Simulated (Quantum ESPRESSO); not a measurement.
Band energies of MgI2

```xyz
3
Lattice="4.1255 0.0000 0.0000 -2.0628 3.5728 0.0000 0.0000 0.0000 6.8268" Properties=species:S:1:pos:R:3 pbc="T T T"
Mg     0.0000     0.0000     0.0000
I      0.0000     2.3819     1.6777
I      2.0628     1.1909     5.1491
```

PBEsol (Quantum ESPRESSO, PseudoDojo norm-conserving, 84 Ry, with spin-orbit coupling); path ΓMKΓALHA,LM,KH; energies in eV from the valence-band maximum.

```csv
k (1/Å),point,band 24,band 25,band 26,band 27,band 28,band 29,band 30,band 31
0.00,Γ,0.00,3.27,3.27,4.33,4.33,6.35,6.35,6.38
0.33,,-0.15,4.28,4.28,4.95,4.95,5.91,5.91,6.67
0.66,,-0.54,3.50,3.50,4.95,4.95,5.23,5.23,6.62
0.88,M,-0.66,3.25,3.25,4.86,4.86,4.99,4.99,6.53
1.01,,-0.82,3.41,3.41,5.03,5.03,5.16,5.16,6.55
1.39,K,-1.55,3.43,3.43,6.83,6.83,6.95,6.95,7.26
1.79,,-0.69,4.13,4.13,6.03,6.03,6.28,6.28,6.43
2.10,,-0.16,4.30,4.30,5.33,5.33,5.42,5.42,6.70
2.40,Γ,0.00,3.27,3.27,4.33,4.33,6.35,6.35,6.38
2.75,,-0.13,4.17,4.17,4.42,4.42,6.19,6.19,6.20
2.86,A,-0.16,4.32,4.32,4.42,4.42,6.16,6.16,6.17
3.06,,-0.37,4.48,4.48,4.94,4.94,6.06,6.06,6.42
3.45,,-0.76,3.53,3.53,4.88,4.88,5.76,5.76,6.13
3.74,L,-0.82,3.13,3.13,4.68,4.68,5.20,5.20,5.59
4.05,,-0.80,4.00,4.00,5.14,5.14,5.60,5.60,6.74
4.25,H,-0.79,4.45,4.45,5.23,5.23,5.27,5.27,6.83
4.34,,-0.79,4.38,4.38,5.18,5.18,5.40,5.40,6.92
4.62,,-0.85,4.19,4.19,5.22,5.22,6.18,6.18,6.78
4.99,,-0.51,4.51,4.51,5.28,5.28,6.15,6.15,6.25
5.26,A,-0.16,4.32,4.32,4.42,4.42,6.16,6.16,6.17
5.26,L,-0.82,3.13,3.13,4.68,4.68,5.20,5.20,5.59
5.49,,-0.71,3.11,3.11,4.55,4.55,5.63,5.63,6.20
5.72,M,-0.66,3.25,3.25,4.86,4.86,4.99,4.99,6.53
5.72,K,-1.55,3.43,3.43,6.83,6.83,6.95,6.95,7.26
6.19,H,-0.79,4.45,4.45,5.23,5.23,5.27,5.27,6.83
```

The PBEsol gap is indirect, 3.10 eV, from Γ to 25 % of the way from L to M; the smallest direct gap is 3.27 eV.

Geometry relaxed with PBE+D3(BJ).
